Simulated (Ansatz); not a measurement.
HgSe (zinc blende), conventional cell a = 6.2600 Å, b = 6.2600 Å, c = 6.2600 Å, α = 90.00°, β = 90.00°, γ = 90.00°. The calculation uses the primitive cell of 2 atoms, to which meshes and values per cell refer.

Equation-of-state scan: isotropic scaling of the cell above, V₀ being its volume. Symmetry pins the atoms to their sites.

These are PBE (plane waves to 420 eV, PAW, scalar-relativistic; Ansatz, an electronic-structure program) values and carry that method's errors. k mesh 13×13×13 (Γ-centred), Fermi-Dirac smearing 0.05 eV. Energies are smeared free energies. Stress and pressure are positive under compression. At this level the bands of HgSe touch or barely overlap. HgSe was relaxed with its symmetry unable to fall. Spin-orbit coupling is left out, though Hg is heavy. The relaxed volume of HgSe is well above the measured one; the method has no dispersion term. ΔE is measured from the relaxed starting cell.

What ΔE (meV/atom) and P (GPa) does the calculation give at V/V₀ = 0.900, 0.940, 1.020, 1.080, 1.100?


| V/V₀ | ΔE (meV/atom) | P (GPa) |
|---|---|---|
| 0.900 | 50 | 5.8 |
| 0.940 | 17 | 3.1 |
| 1.020 | 2 | -0.8 |
| 1.080 | 22 | -2.7 |
| 1.100 | 34 | -3.2 |

(A scan under strain: stresses follow from slopes of the energy per volume, elastic moduli from its curvatures.)
